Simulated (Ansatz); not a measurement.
The start is a relaxed Mg cell displaced along its unstable phonon at q = (½, 0, 0) of its primitive reciprocal cell (130i cm⁻¹), largest move 0.15 Å. The cell and all atomic positions are relaxed at zero pressure with r2SCAN (plane waves to 500 eV, PAW, scalar-relativistic; Ansatz, a quantum-chemistry and plane-wave program). The first steps use a coarse 6×12×11 k-mesh.

The start:
```yaml
crystal:
  lattice:
    - [6.14141, 0.00000, 0.00000]
    - [-1.53535, 2.65931, 0.00000]
    - [0.00000, 0.00000, 3.05639]
  atoms:
    - { symbol: Mg, position: [0.00000, 0.00000, 0.04908] }
    - { symbol: Mg, position: [0.50000, 0.00000, 0.95092] }
```

* **Largest initial force**: 0.21 eV/Å, on Mg1, Mg2 (atoms numbered as listed)
* **Energy released**: 0.25 eV/atom
* **Shortest distances (start → end)**: The closest pairs of elements (up to four, under 3.6 Å), start → end: Mg–Mg 3.06 → 3.18 Å
* **Band gap at the end**: zero (metallic)
* **Optimiser moves**: 21

It ends as:

Space group Fm-3m (No. 225); a = 4.4987 Å, b = 4.4987 Å, c = 4.4987 Å, α = 90.00°, β = 90.00°, γ = 90.00°

```csv
atom,site,symmetry,x,y,z
Mg,4a,m-3m,0.0000,0.0000,0.0000
```
(The calculation used a cell of 1 atom; values per cell refer to that cell.)

Final values are on a 20×20×20 k-mesh of the relaxed cell. No spin polarisation in the result.

The run could not lose the symmetry of its start: the end is stationary, and may be a saddle point rather than a minimum.

The relaxed structure here is a generated cell of Mg: the first start was made by placing the elements on the sites of a structure type, and the end was not matched to a known phase here, so it may be hypothetical. Known forms of Mg include space group No. 194.
